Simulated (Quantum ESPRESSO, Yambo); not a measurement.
Levels of theory for the gap of Rb$_{2}$LiScF$_{6}$

Rb2LiScF6 (space group Fm-3m, No. 225): one geometry, one set of PBEsol (pw.x of Quantum ESPRESSO, ONCV potentials, without SOC) orbitals, self-energies from Yambo (2×2×2 Γ-centred k mesh, bands 3 to 290 and a 8 Ry block in the screening, 290 bands in G with the Bruneval-Gonze terminator, plasmon pole fitted at 27.2 eV).

The geometry is that of Materials Project entry mp-1113703, symmetrised and not relaxed again.

```tsv
level	gap Γ → Γ (eV)	rough Yambo cost
PBEsol (Quantum ESPRESSO)	6.74	–
exchange only (Hartree-Fock self-energy on PBEsol orbitals)	22.62	about 1/10 (6 states)
static COHSEX@PBEsol	13.07	within a factor of two (2 states)
G0W0@PBEsol, plasmon pole	11.88	1 (6 states)
G0W0@PBEsol, multipole fit to 8 frequencies, no terminator	11.75	within a factor of two (2 states)
G0W0@PBEsol, plasmon pole, no terminator	12.00	about 1/9 (2 states, screening reused)
```

Bare exchange has no screening and gives the widest gap; static COHSEX screens it but leaves out the frequency dependence, which G0W0 restores.

Costs are rough ratios of core time on shared machines.

Nearest settings tried, and what they do to the gap: 187 bands in G: -2 meV; 138 bands in W: +83 meV; 7 Ry block (339 vectors against 411): +12 meV. Not varied: mesh. So the settings aren't converged at that level. The k mesh is coarse.

The structure is a Materials Project entry; no match was found in the copy of COD used, and its stability was not checked.
